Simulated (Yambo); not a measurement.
Here is the system:

```
CELL_PARAMETERS angstrom
      0.00000     2.26607     2.26607
      2.26607     0.00000     2.26607
      2.26607     2.26607     0.00000
ATOMIC_POSITIONS crystal
  B  0.00000 0.00000 0.00000
  P  0.75000 0.75000 0.75000
```

Workflow: PBE (pw.x of Quantum ESPRESSO, ONCV potentials, scalar-relativistic), then G0W0 in Yambo (6×6×6 Γ-centred k mesh, 84 bands and a 14 Ry block in the screening, 84 bands in G with the Bruneval-Gonze terminator, plasmon pole fitted at 27.2 eV).

Problem. Give the PBE and G0W0 gaps between the band edges found on this mesh, and say where the edges lie.

Solution. Edges: Γ → X. PBE: 1.34 eV; G0W0: 2.07 eV. The mesh misses an edge: along a dense path the PBE gap is 1.24 eV. Nearest settings tried, and what they do to the gap: 2 Ry block (15 vectors against 169): -351 meV. Not varied: bands in G, bands in W, mesh. So the settings aren't converged at that level. 

Geometry of the Materials Project entry, not relaxed at this level.
